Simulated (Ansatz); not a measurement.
## What moves the field gradients of Bi2Se3?

Cell of run 1: an entry of the Crystallography Open Database (COD), ions relaxed with PBE at fixed cell.

```
CELL_PARAMETERS angstrom
1.96496 1.13447 9.14266
-1.96496 1.13447 9.14266
0.00000 -2.26894 9.14266
ATOMIC_POSITIONS crystal
Bi 0.59732 0.59732 0.59732
Bi 0.40268 0.40268 0.40268
Se 0.79544 0.79544 0.79544
Se 0.20456 0.20456 0.20456
Se 0.00000 0.00000 0.00000
```

Atom numbers follow the list; atoms alike are taken as one site, whose name carries the number of the first.

All runs are DFT with Ansatz 0.2.0 (plane waves and PAW, scalar-relativistic unless spin–orbit coupling is named, Γ-centred meshes, Fermi–Dirac smearing where given) in this cell.

Run 1: PBE, atoms relaxed; 420 eV, 14×14×14 k-points, smearing 0.05 eV.
Run 2: r2SCAN, at the relaxed atoms; 500 eV, 14×14×14 k-points, smearing 0.05 eV.
Run 3: PBE with spin–orbit coupling, at the relaxed atoms; 420 eV, 14×14×14 k-points, smearing 0.05 eV.
Run 4: LDA, at the relaxed atoms; 420 eV, 14×14×14 k-points, smearing 0.05 eV.
Run 5: PBEsol, at the relaxed atoms; 420 eV, 14×14×14 k-points, smearing 0.05 eV.

```json
{"run": "1", "Bi V_zz (η)": "2.53 (0.00)", "Se3 V_zz (η)": "4.21 (0.00)", "Se5 V_zz (η)": "9.43 (0.00)"}
{"run": "2", "Bi V_zz (η)": "?", "Se3 V_zz (η)": "?", "Se5 V_zz (η)": "?"}
{"run": "3", "Bi V_zz (η)": "3.02 (0.00)", "Se3 V_zz (η)": "5.63 (0.00)", "Se5 V_zz (η)": "10.22 (0.00)"}
{"run": "4", "Bi V_zz (η)": "2.70 (0.00)", "Se3 V_zz (η)": "4.24 (0.00)", "Se5 V_zz (η)": "9.39 (0.00)"}
{"run": "5", "Bi V_zz (η)": "2.54 (0.00)", "Se3 V_zz (η)": "4.22 (0.00)", "Se5 V_zz (η)": "9.29 (0.00)"}
```

V_zz in 10²¹ V/m².

Problem. Estimate the row of run 2.

Solution. Bi: 3.01 (0.00); Se3: 3.73 (0.00); Se5: 9.58 (0.00). It lies nearest to run 1, from whose tensors on these sites it differs by 0.48 at most (largest principal value of the difference, on Se3). Taken one at a time, spin–orbit coupling moves the tensors on these sites by up to 1.42 (largest principal value of the change, on Se3), the functional (between the two that differ most) by 0.51 (Se3).

Semilocal functionals make gaps too small and can close them, so the real compound need not be a metal. In runs 2, 3, 4 the gap is small for the k-mesh or the smearing, and small gradients can still move by 0.1 × 10²¹ V/m² or more. In runs 1, 5 there is no gap above 0.1 eV, so the gradients can move by 10 % or more with the k-mesh. In run 2 the atoms aren't at the calculated equilibrium (largest force 0.37 eV/Å). The cell isn't the equilibrium one in runs 1, 2, 3, 4, 5 (calculated pressure 12, 11, 12, 7, 8 GPa), and the entry's cell may itself be off.
